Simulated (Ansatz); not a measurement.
NbRu:
```
NbRu
1.0
    0.00000     2.59721     2.59721
    2.59721     0.00000     2.59721
    2.59721     2.59721     0.00000
Ru Nb
1 1
Direct
  0.00000   0.00000   0.00000
  0.50000   0.50000   0.50000
```

Relaxed with PBE. Special points in fractions of this cell's reciprocal vectors: Γ (0.000, 0.000, 0.000); X (0.500, 0.000, 0.500); U (0.625, 0.250, 0.625); K (0.375, 0.375, 0.750); L (0.500, 0.500, 0.500); W (0.500, 0.250, 0.750).

Task: List the band energies nearest the Fermi level at these points for PBE in the plane-wave PAW code Ansatz.

Result: In eV from the Fermi level; about four levels below and three above (degenerate sets whole), none deeper than 8.9 eV; points with the same levels are listed once.

```
k                          below           above
-  -----------------------------  --------------
Γ  -4.33 -4.33 -3.87 -3.87 -3.87  3.33 3.33 3.33
X        -3.53 -2.56 -0.63 -0.63  0.06 1.97 1.97
U        -2.74 -2.52 -2.37 -1.06  0.87 1.86 2.07
L        -0.94 -0.94 -0.71 -0.71  1.29 1.39 1.39
W        -3.18 -3.05 -1.00 -0.61  0.10 1.82 1.82
```

Space group Fm-3m (rock salt). The start of the workflow was typed in or built on a structure type; neither database checked (COD, Materials Project) lists it. COD files the formula under space group No. 123, 221. Whether it is the stable phase at ambient conditions was not checked. The cell was relaxed with PBE under the symmetry of its start; whether a distortion lowers the energy is not shown. No spin polarisation was allowed. Its formation energy is positive at this level, so the cell may be metastable or incomplete. Scalar-relativistic: spin–orbit coupling is off unless named, which matters more the heavier the elements.

Potentials: the later of the program's two PAW sets.
